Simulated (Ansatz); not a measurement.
Kick test of a cell of NbCuP2

The structure comes from a generated guess, relaxed at this level; another structure or a mixture of phases may lie lower.

Method: DFT PBE, scalar-relativistic, plane waves, PAW (Ansatz 0.2.0). Plane waves to 420 eV, a k mesh through Γ of 18×18×8 on the computed 4-atom cell and Gaussian smearing (0.10 eV); no spin polarisation.

The cell below (4 atoms, space group P-6m2 (No. 187)) is relaxed within its symmetry.

```
CELL_PARAMETERS angstrom
3.57021 0.00000 0.00000
-1.78510 3.09189 0.00000
0.00000 0.00000 5.53317
ATOMIC_POSITIONS crystal
Nb 0.00000 0.00000 0.50000
Cu 0.00000 0.00000 0.00000
P 0.66667 0.33333 0.76897
P 0.66667 0.33333 0.23103
```

For the test a repeat of it with 8 atoms (edges 3.57, 5.53, 6.18 Å) was strained at random (σ = 1.5 % a component), the atoms were moved at random (σ = 0.05 Å), and all was relaxed again on a coarse 6×4×4 mesh (in the run’s order of axes) with 0.20 eV smearing, with no symmetry imposed.

Task: What happens?

Result: It returns, within 1 meV/atom of the unmoved cell on that mesh and with the same symmetry when read at 0.1 Å. So it is stable against the distortions that fit this cell and that this random move excites. Modes that don't fit the cell aren't tested.
